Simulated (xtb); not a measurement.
xtb single point, GFN2-xTB, ALPB implicit ethanol, on formate, CHO2 (SMILES O=C[O-]), charge -1, multiplicity 1.

```
xtb m.xyz --gfn 2 --chrg -1 --uhf 0 --norestart --sp --alpb ethanol

4

O     -1.121746    -0.847063    -0.000008
C     -0.000101    -0.342687     0.000008
O      1.121746    -0.846607    -0.000008
H     -0.000451     0.847063    -0.000007
```

The program's output:

```

          ...................................................
          :                      SETUP                      :
          :.................................................:
          :  # basis functions                  13          :
          :  # atomic orbitals                  13          :
          :  # shells                            7          :
          :  # electrons                        18          :
          :  max. iterations                   250          :
          :  Hamiltonian                  GFN2-xTB          :
          :  restarted?                      false          :
          :  GBSA solvation                   true          :
          :  PC potential                    false          :
          :  electronic temp.          300.0000000     K    :
          :  accuracy                    1.0000000          :
          :  -> integral cutoff          0.2500000E+02      :
          :  -> integral neglect         0.1000000E-07      :
          :  -> SCF convergence          0.1000000E-05 Eh   :
          :  -> wf. convergence          0.1000000E-03 e    :
          :  Broyden damping             0.4000000          :
          :  net charge                         -1          :
          :  unpaired electrons                  0          :
          ...................................................

 iter      E             dE          RMSdq      gap      omega  full diag
   1    -11.1007965 -0.111008E+02  0.799E+00    6.53       0.0  T
   2    -11.1668040 -0.660074E-01  0.326E+00    5.18       1.0  T
   3    -11.1692536 -0.244962E-02  0.203E+00    5.50       1.0  T
   4    -11.1701975 -0.943916E-03  0.252E-01    5.35       1.0  T
   5    -11.1700820  0.115508E-03  0.242E-01    5.42       1.0  T
   6    -11.1702652 -0.183226E-03  0.114E-02    5.37       4.4  T
   7    -11.1702655 -0.293725E-06  0.277E-03    5.37      18.1  T
   8    -11.1702655 -0.567076E-08  0.387E-04    5.37     129.4  T
   9    -11.1702655 -0.169093E-09  0.506E-05    5.37     987.6  T

   *** convergence criteria satisfied after 9 iterations ***

         #    Occupation            Energy/Eh            Energy/eV
      -------------------------------------------------------------
         1        2.0000           -0.6637468             -18.0615
       ...           ...                  ...                  ...
         3        2.0000           -0.5639206             -15.3451
         4        2.0000           -0.5200547             -14.1514
         5        2.0000           -0.5042964             -13.7226
         6        2.0000           -0.4860071             -13.2249
         7        2.0000           -0.3948817             -10.7453
         8        2.0000           -0.3819406             -10.3931
         9        2.0000           -0.3603411              -9.8054 (HOMO)
        10                         -0.1628787              -4.4322 (LUMO)
        11                          0.0973393               2.6487
        12                          0.4274479              11.6315
        13                          0.6967989              18.9609
      -------------------------------------------------------------
                  HL-Gap            0.1974624 Eh            5.3732 eV
             Fermi-level           -0.2616099 Eh           -7.1188 eV


         :::::::::::::::::::::::::::::::::::::::::::::::::::::
         ::                     SUMMARY                     ::
         :::::::::::::::::::::::::::::::::::::::::::::::::::::
         :: total energy             -11.100332065047 Eh    ::
         :: total w/o Gsasa/hb       -11.099587794320 Eh    ::
         :: gradient norm              0.007513780114 Eh/a0 ::
         :: HOMO-LUMO gap              5.373224964643 eV    ::
         ::.................................................::
         :: SCC energy               -11.170265496622 Eh    ::
         :: -> isotropic ES            0.204865431986 Eh    ::
         :: -> anisotropic ES         -0.001324071414 Eh    ::
         :: -> anisotropic XC         -0.003044014097 Eh    ::
         :: -> dispersion             -0.001544285960 Eh    ::
         :: -> Gsolv                  -0.102064015035 Eh    ::
         ::    -> Gelec               -0.101319744308 Eh    ::
         ::    -> Gsasa               -0.002510289817 Eh    ::
         ::    -> Ghb                 -0.001645244545 Eh    ::
         ::    -> Gshift               0.003411263635 Eh    ::
         :: repulsion energy           0.069933431575 Eh    ::
         :: add. restraining           0.000000000000 Eh    ::
         :: total charge              -1.000000000000 e     ::
         :::::::::::::::::::::::::::::::::::::::::::::::::::::

           -------------------------------------------------
          |                Property Printout                |
           -------------------------------------------------

    * Orbital Energies and Occupations

         #    Occupation            Energy/Eh            Energy/eV
      -------------------------------------------------------------
         1        2.0000           -0.6637468             -18.0615
         2        2.0000           -0.6541122             -17.7993
         3        2.0000           -0.5639206             -15.3451
         4        2.0000           -0.5200547             -14.1514
         5        2.0000           -0.5042964             -13.7226
         6        2.0000           -0.4860071             -13.2249
         7        2.0000           -0.3948817             -10.7453
         8        2.0000           -0.3819406             -10.3931
         9        2.0000           -0.3603411              -9.8054 (HOMO)
        10                         -0.1628787              -4.4322 (LUMO)
        11                          0.0973393               2.6487
        12                          0.4274479              11.6315
        13                          0.6967989              18.9609
      -------------------------------------------------------------
                  HL-Gap            0.1974624 Eh            5.3732 eV
             Fermi-level           -0.2616099 Eh           -7.1188 eV

     #   Z          covCN         q      C6AA      α(0)
     1   8 O        0.856    -0.599    26.094     6.849
     2   6 C        2.605     0.402    20.241     7.357
     3   8 O        0.856    -0.599    26.094     6.849
     4   1 H        0.894    -0.204    11.116     5.217

 Mol. C6AA /au·bohr⁶  :        323.081784
 Mol. C8AA /au·bohr⁸  :       6617.863207
 Mol. α(0) /au        :         26.272375

Wiberg/Mayer (AO) data.
largest (>0.10) Wiberg bond orders for each atom

 ---------------------------------------------------------------------------
     #   Z sym  total        # sym  WBO       # sym  WBO       # sym  WBO
 ---------------------------------------------------------------------------
     1   8 O    1.846 --     2 C    1.551     3 O    0.236
     2   6 C    3.942 --     3 O    1.551     1 O    1.551     4 H    0.840
     3   8 O    1.846 --     2 C    1.551     1 O    0.236
     4   1 H    0.959 --     2 C    0.840
 ---------------------------------------------------------------------------


molecular dipole:
                 x           y           z       tot (Debye)
 q only:        0.000       1.331       0.000
   full:        0.000       1.572       0.000       3.996
molecular quadrupole (traceless):
                xx          xy          yy          xz          yz          zz
 q only:       -3.672      -0.001      -0.730      -0.000      -0.000       4.402
  q+dip:       -5.189      -0.002      -0.150      -0.000      -0.000       5.339
   full:       -5.359      -0.002      -0.623      -0.000      -0.000       5.982

           -------------------------------------------------
          | TOTAL ENERGY              -11.100332065047 Eh   |
          | GRADIENT NORM               0.007513780114 Eh/α |
          | HOMO-LUMO GAP               5.373224964643 eV   |
           -------------------------------------------------
```

The total energy is -302.06 eV, -2.78 eV from the same level's vacuum run.
